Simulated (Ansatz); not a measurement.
Is this Li₅Sc structure a true minimum?

The cell was found from a structure generator's guess, not taken from experiment.

The calculation used DFT PBE, scalar-relativistic, plane waves, PAW in Ansatz. Settings: cutoff 420 eV, Γ-centred mesh 12×12×8 on the computed 6-atom cell, Gaussian smearing of 0.10 eV; no spin polarisation.

The cell below (6 atoms, space group P6/mmm (No. 191)) is relaxed within its symmetry.

```yaml
crystal:
  lattice:
    - [5.57366, 0.00000, 0.00000]
    - [-2.78683, 4.82693, 0.00000]
    - [0.00000, 0.00000, 4.53812]
  atoms:
    - { symbol: Li, position: [0.33333, 0.66667, 0.00000] }
    - { symbol: Li, position: [0.66667, 0.33333, 0.00000] }
    - { symbol: Li, position: [0.50000, 0.00000, 0.50000] }
    - { symbol: Li, position: [0.50000, 0.50000, 0.50000] }
    - { symbol: Li, position: [0.00000, 0.50000, 0.50000] }
    - { symbol: Sc, position: [0.00000, 0.00000, 0.00000] }
```

For the test a repeat of it with 12 atoms (edges 4.54, 5.57, 9.65 Å) was strained at random (σ = 1.5 % a component), the atoms were moved at random (σ = 0.05 Å), and all was relaxed again on a coarse 6×4×2 mesh (in the run’s order of axes) with 0.20 eV smearing, with no symmetry imposed.

Question: What happens?

Answer: It doesn't return. The energy falls by 45 meV/atom on that mesh, the volume changes by -0.2 %, and the end has space group Amm2 (No. 38) at a loose tolerance. Relaxed again on an 8×8×8 mesh with 0.10 eV smearing, the new structure lies 42 meV/atom below the first (mesh in the axes of the run's cell; the cell below is made exact in the group named). Space group P-62m (No. 189), hexagonal, a = 5.323 Å, c = 4.952 Å. Li on a site of symmetry -6 is surrounded by 9 Li at 3.00–3.07 Å and 3 Sc at 3.07 Å; Li on a site of symmetry m2m has 8 Li at 2.94–3.00 Å, 2 Sc at 3.15 Å and 2 Li at 3.36 Å; Sc is surrounded by 12 Li at 3.07–3.15 Å.

```
Li Sc
1.0
     5.32262    0.00000    0.00000
    -2.66131    4.60952    0.00000
     0.00000    0.00000    4.95221
Li Sc
5 1
Direct
  0.66667 0.33333 0.00000
  0.33333 0.66667 0.00000
  0.00000 0.36468 0.50000
  0.36468 0.00000 0.50000
  0.63532 0.63532 0.50000
  0.00000 0.00000 0.00000
```
